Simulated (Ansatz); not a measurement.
Rb:
```yaml
crystal:
  lattice:
    - [4.98293, 0.00000, 0.00000]
    - [-2.49146, 4.31534, 0.00000]
    - [0.00000, 0.00000, 16.10201]
  atoms:
    - { symbol: Rb, position: [0.00000, 0.00000, 0.00000] }
    - { symbol: Rb, position: [0.00000, 0.00000, 0.50000] }
    - { symbol: Rb, position: [0.33333, 0.66667, 0.75000] }
    - { symbol: Rb, position: [0.66667, 0.33333, 0.25000] }
```

Relaxed with PBEsol. Special points in fractions of this cell's reciprocal vectors: Γ (0.000, 0.000, 0.000); M (0.500, 0.000, 0.000); K (0.333, 0.333, 0.000); A (0.000, 0.000, 0.500); L (0.500, 0.000, 0.500); H (0.333, 0.333, 0.500).

### Question
List the band energies nearest the Fermi level at these points for PBEsol in the plane-wave PAW code Ansatz.

### Answer
In eV from the Fermi level; about four levels below and three above (degenerate sets whole), none deeper than 8.9 eV; points with the same levels are listed once.

```csv
k,below,above
Γ,-2.03 -1.32 -1.32,0.17 0.74 2.38
M,–,0.07 0.23 0.41
K,–,0.76 0.76 0.76
A,-1.84 -1.84 -0.54 -0.54,1.47 1.47 3.25 3.25
L,–,0.16 0.16 0.39 0.39
H,–,0.86 0.86 0.88 0.88
```

Space group P6_3/mmc (dhcp (α-La type)). The workflow started from a Materials Project entry (that database holds measured and hypothetical structures alike); the Crystallography Open Database copy checked does not list it. It is not the phase usual at ambient conditions (space group No. 229). The PBEsol relaxation kept the symmetry of its start; its stability against distortions is not shown here. Scalar-relativistic: spin–orbit coupling is off unless named, which matters more the heavier the elements.

Potentials: the later of the program's two PAW sets.
